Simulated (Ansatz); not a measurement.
Trial structure of CdH6, not yet relaxed:

```cif
data_structure
_symmetry_space_group_name_H-M 'P 1'
_symmetry_Int_Tables_number 1
_cell_length_a 4.2735
_cell_length_b 4.2735
_cell_length_c 3.5371
_cell_angle_alpha 90.000
_cell_angle_beta 90.000
_cell_angle_gamma 90.000
_cell_volume 64.60
loop_
_atom_site_label
_atom_site_type_symbol
_atom_site_fract_x
_atom_site_fract_y
_atom_site_fract_z
_atom_site_occupancy
Cd1 Cd 0.50000 0.50000 0.50000 1
H1 H 0.67259 0.50000 0.00000 1
H2 H 0.32741 0.50000 0.00000 1
H3 H 0.50000 0.67259 0.00000 1
H4 H 0.50000 0.32741 0.00000 1
H5 H 0.00000 0.50000 0.50000 1
H6 H 0.50000 0.00000 0.50000 1
```

These are results of DFT PBE, scalar-relativistic, plane waves, PAW in Ansatz, not measurements. Settings: cutoff 420 eV, Γ-centred mesh 4×4×6 on the computed 7-atom cell, Gaussian smearing of 0.10 eV; no spin polarisation.

The zero of energy is the elements' standard structures at the same level (H₂ as a molecule); no fitted shifts are applied.

Task: Estimate its pressure, forces and energy as it stands.

Result: The pressure is 14.7 GPa (the mean over three directions, positive in compression), the largest force is 3.32 eV/Å, and the energy is +1.35 eV/atom against the elements. The shortest distance is 1.04 Å.

Task: How much does it gain on relaxing, and where does it end?

Result: Relaxing gains about 1.1 eV/atom (the start's value is from the coarse mesh, so the gain is rough) in 43 ionic steps and ends at +0.20 eV/atom on the finer mesh. The symmetry stays P4/mmm (No. 123). The volume per atom grows by 70.5 %, from 9.2 to 15.7 Å³. The shortest distance goes from 1.04 Å (H–H) to 0.75 Å (H–H). The ratio c/a of the conventional cell changes by a factor of 2.32. Conventional cell: a = 3.855 Å, c = 7.409 Å. Around Cd lie 4 H at 1.93 Å; around H on a site of symmetry m2m lies 1 H at 0.75 Å; around H on a site of symmetry mmm lie 2 Cd at 1.93 Å.

The last run used a 10×10×6 mesh (in the run's order of axes) for its 7-atom cell and Gaussian smearing of 0.10 eV. Weakly bound directions are ill-defined at this level, which has no dispersion term. With hydrogen, zero-point motion can shift formation energies by some tens of meV/atom. The relaxation can't lower the symmetry of the start. A structure relaxed within its symmetry needn't be a true minimum.
